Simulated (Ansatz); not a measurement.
# WC: a vibration from a frozen displacement

Computed with Ansatz 0.2.0, DFT PBEsol, scalar-relativistic, plane waves, PAW. The runs took a 420 eV cutoff, a Γ-centred 18×18×18 mesh and Gaussian smearing (0.15 eV). Spin–orbit coupling is left out, which matters for the heavy elements here. No spin polarisation. Energies are free energies at this smearing, counted from the undisturbed cell; pressure is positive in compression.

The starting cell (as given, not relaxed at this level; it stands at -10.1 GPa; this rock-salt form isn't the usual structure):

```xyz
2
Lattice="0.0000 2.1927 2.1927 2.1927 0.0000 2.1927 2.1927 2.1927 0.0000" Properties=species:S:1:pos:R:3 pbc="T T T"
W     0.0000    0.0000    0.0000
C     2.1927    2.1927    2.1927
```

Every W atom is moved by x along the Cartesian unit vector (0.000, -0.707, -0.707); the cell and all other atoms stay fixed. The cell's volume is 21.08 Å³; the moved atoms weigh 183.840 u together and the others 12.011 u. Some rows repeat others by symmetry and weren't run.

```csv
x (Å),ΔE (meV/cell),total force on the moved atoms along the move (eV/Å),pressure (GPa)
-0.2000,140.65,1.5183,-3.8044
-0.1750,105.37,1.3036,-5.2932
-0.1500,75.48,1.0870,-6.5864
-0.1250,50.99,0.8740,-7.6763
-0.1000,31.70,0.6713,-8.5630
-0.0750,17.31,0.4818,-9.2474
-0.0500,7.50,0.3062,-9.7323
-0.0250,1.85,0.1484,-10.0238
0.0000,0.00,0.0000,-10.1215
0.0250,1.85,-0.1484,-10.0238
0.0500,7.50,-0.3062,-9.7323
0.0750,17.31,-0.4818,-9.2474
0.1000,31.70,-0.6713,-8.5630
0.1250,50.99,-0.8740,-7.6763
0.1500,75.48,-1.0870,-6.5864
0.1750,105.37,-1.3036,-5.2932
0.2000,140.65,-1.5183,-3.8044
```

Q: What frequency belongs to this motion?

A: The force constant is k = −dF/dx = 5.934 eV/Å², from the parabola through x = -0.0250, 0 and 0.0250. In every cell the moved atoms swing against the rest, so the mass is μ = m₁m₂/(m₁ + m₂) = 11.274 u, and ν̃ = 521.5 cm⁻¹ × √(|k|/μ) = 378 cm⁻¹, at this cell's pressure of -10.1 GPa. To first order in x, and within 1 %, the force on every atom lies along the move and, within each of the two groups, in proportion to the atom's mass, so this is itself a mode at the zone centre of this cell.

Q: How far does the harmonic law reach?

A: At x = -0.200 Å, kx²/2 = 118.68 meV against the computed 140.65 meV (+18.5 %): the well stiffens in this direction at large amplitude.

Q: The pressure changes with x². What does that say about the frequency under compression?

A: With E = k(V)x²/2, k ∝ V^(−2γ) and x scaling with the cell as V^(1/3), P − P0 = −∂E/∂V = (2γ − 2/3) ΔE/V. At x = 0.0500 Å, V(P − P0) = 21.08 × 0.38921 / 160.2 eV = 51.22 meV and ΔE = 7.50 meV, so γ = 1/3 + V(P − P0)/(2ΔE) = 3.75. This is the Grüneisen parameter of the motion under uniform scaling of the cell: shrinking the cell evenly by 1 % in volume raises the frequency by about 3.75 %.

In a metal these slopes depend on the k mesh and the smearing.